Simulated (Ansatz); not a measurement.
One crystal and one scan (energy against volume) at two levels, r2SCAN (plane waves to 500 eV, PAW, scalar-relativistic; Ansatz, a program for electronic structure) and PBE (plane waves to 420 eV, PAW, scalar-relativistic; Ansatz), each from its own relaxed cell and on its own mesh. The cell shown is that of r2SCAN.

BiRh (NiAs type)

```yaml
crystal:
  lattice:
    - [4.12992, 0.00000, 0.00000]
    - [-2.06496, 3.57662, 0.00000]
    - [0.00000, 0.00000, 5.69239]
  atoms:
    - { symbol: Bi, position: [0.33333, 0.66667, 0.25000] }
    - { symbol: Bi, position: [0.66667, 0.33333, 0.75000] }
    - { symbol: Rh, position: [0.00000, 0.00000, 0.50000] }
    - { symbol: Rh, position: [0.00000, 0.00000, 0.00000] }
```

Equation-of-state scan: isotropic scaling of the cell above, V₀ being its volume. Symmetry pins the atoms to their sites.

Energies are smeared free energies. BiRh is run without spin polarisation. BiRh was relaxed with its symmetry unable to fall. Spin-orbit coupling is left out, though Bi is heavy. With the shape held, the modulus is that of even scaling; a crystal free to change shape is softer. Percentages come from the unrounded values. Both scans cover V/V₀ from 0.900 to 1.100.

Results of r2SCAN:

- Lattice constant a (Å) = 4.130
- Lattice constant c (Å) = 5.692
- Relaxed volume (Å³/atom) = 21.02
- Pressure at the smallest volume (GPa) = 17.6
- Energy cost of the largest compression (meV/atom) = 103
- Energy cost of the largest expansion (meV/atom) = 68
- Bulk modulus at fixed cell shape B₀ (third-order Birch-Murnaghan fit) (GPa) = 126.8
- Pressure for 5 % compression (fit) (GPa) = 7.4

Task: Estimate the PBE values.

Result: 
```tsv
quantity	PBE	r2SCAN − PBE
Lattice constant a (Å)	4.175	-0.045 (-1.1 %)
Lattice constant c (Å)	5.724	-0.032 (-0.6 %)
Relaxed volume (Å³/atom)	21.60	-0.58 (-2.7 %)
Pressure at the smallest volume (GPa)	15.6	+2.0 (+12 %)
Energy cost of the largest compression (meV/atom)	95	+8 (+9 %)
Energy cost of the largest expansion (meV/atom)	62	+6 (+10 %)
Bulk modulus at fixed cell shape B₀ (third-order Birch-Murnaghan fit) (GPa)	112.8	+14.0 (+12 %)
Pressure for 5 % compression (fit) (GPa)	6.6	+0.8 (+12 %)
```

r2SCAN gives the higher value for: pressure at the smallest volume; energy cost of the largest compression; energy cost of the largest expansion; bulk modulus at fixed cell shape B₀; pressure for 5 % compression. r2SCAN gives the lower value for: lattice constant a; lattice constant c; relaxed volume. Neither level is exact: the differences show how much the result hangs on the functional.

(A scan under strain: stresses follow from slopes of the energy per volume, elastic moduli from its curvatures.)
